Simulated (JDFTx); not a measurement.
Cu(110) slab cut from bulk Cu (space group Fm-3m, indices of the conventional cell, lattice of the Materials Project entry mp-30, not re-optimised): 8 atoms in 8 planes, a 1x1 cell of 9.05 Å² (|a| = 2.530, |b| = 3.577 Å), 8.8 Å between the outermost planes, cell height 24.9 Å, 8×6×1 k mesh, Fermi smearing 0.01 Ha, no spin polarisation.

Final geometry:
```
Cu(110)
1.0
    2.5296     0.0000     0.0000
    0.0000     3.5774     0.0000
    0.0000     0.0000    24.9000
Cu
8
Direct
  0.5000   0.5000   0.3231
  0.0000   0.0000   0.3730
  0.5000   0.5000   0.4238
  0.0000   0.0000   0.4746
  0.5000   0.5000   0.5254
  0.0000   0.0000   0.5762
  0.5000   0.5000   0.6270
  0.0000   0.0000   0.6769
```

Level of theory: PBE, GBRV ultrasoft potentials, plane waves to 20/100 Ha; code: JDFTx (a modified build). Liquid on both sides: CANDLE, water, 2 M NaF; nuclei fixed, outer atoms relaxed in vacuum. Potentials refer to SHE, placed 4.44 V below the bulk liquid's zero by convention. Ideal, unreconstructed faces without any overlayer.

Task: Predict the potential of zero charge and the surface charge against electrode potential.

Result: The potential of zero charge is -0.35 V vs SHE.

```json
[
 {"U (V vs SHE)": "-0.35", "μ (eV)": "-4.09", "excess electrons per cell": "0.000", "σ (μC/cm², per face)": "0.0", "run": "neutral"},
 {"U (V vs SHE)": "-0.05", "μ (eV)": "-4.39", "excess electrons per cell": "-0.049", "σ (μC/cm², per face)": "4.3", "run": "fixed potential"},
 {"U (V vs SHE)": "0.25", "μ (eV)": "-4.69", "excess electrons per cell": "-0.101", "σ (μC/cm², per face)": "8.9", "run": "fixed potential"}
]
```
